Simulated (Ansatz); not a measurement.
Total density of states per atom from PBE in the plane-wave PAW code Ansatz, in 0.25 eV bins, energy from the valence-band maximum:

```
E (eV) | states/eV/atom
    -7.85 |  0.00
    -7.60 |  0.00
    -7.35 | # 0.07
    -7.10 | ##### 0.44
    -6.85 | ###### 0.54
    -6.60 | ###### 0.51
    -6.35 | #### 0.32
    -6.10 | # 0.09
    -5.85 | ####### 0.59
    -5.60 | ############################## 2.66
    -5.35 | ########################### 2.37
    -5.10 | ############################# 2.56
    -4.85 | ############# 1.19
    -4.60 | ####### 0.62
    -4.35 | ###### 0.54
    -4.10 | ###### 0.58
    -3.85 | ##### 0.41
    -3.60 | ###### 0.50
    -3.35 | ##### 0.45
    -3.10 | ####### 0.59
    -2.85 | ####### 0.58
    -2.60 | ####### 0.59
    -2.35 | ###### 0.50
    -2.10 | ######## 0.68
    -1.85 | ####### 0.60
    -1.60 | ######## 0.73
    -1.35 | ########## 0.85
    -1.10 | ####### 0.60
    -0.85 | ########## 0.86
    -0.60 | ###### 0.56
    -0.35 | #### 0.33
    -0.10 | # 0.10
     0.15 |  0.00
     0.40 |  0.00
     0.65 |  0.00
     0.90 |  0.01
     1.15 |  0.01
     1.40 |  0.02
     1.65 |  0.03
     1.90 | # 0.05
     2.15 | # 0.07
     2.40 | # 0.10
     2.65 | ## 0.16
     2.90 | ##### 0.42
     3.15 | ## 0.21
     3.40 | ### 0.23
     3.65 | ### 0.26
     3.90 | ### 0.22
     4.15 | #### 0.33
     4.40 | ##### 0.45
     4.65 | ##### 0.43
     4.90 | #### 0.39
```

Question: Which of these materials gives this?
A. ZnSnN2, Pna2_1 (Zn on 4a, Sn on 4a, N on 4a, N on 4a)
B. BN, zinc blende
C. ZnSe, zinc blende
D. ZnSnO3, R3c (Zn on 6a, Sn on 6a, O on 18b)

Answer: A, ZnSnN2, Pna2_1 (Zn on 4a, Sn on 4a, N on 4a, N on 4a). Top 1 eV of the valence band: N 2p 83 %, Zn 3d 10 %. Bottom 1 eV of the conduction band: N 2p 40 %, N 2s 21 %, Sn 5s 17 %, Zn 4s 16 %. Projections are on Löwdin-orthogonalised atomic valence shells; empty p or d shells of many metals are not among them.

Symmetry was held in the PBE relaxation. Spin–orbit coupling is left out wherever it is not named.

Potentials: the later of the program's two PAW sets.
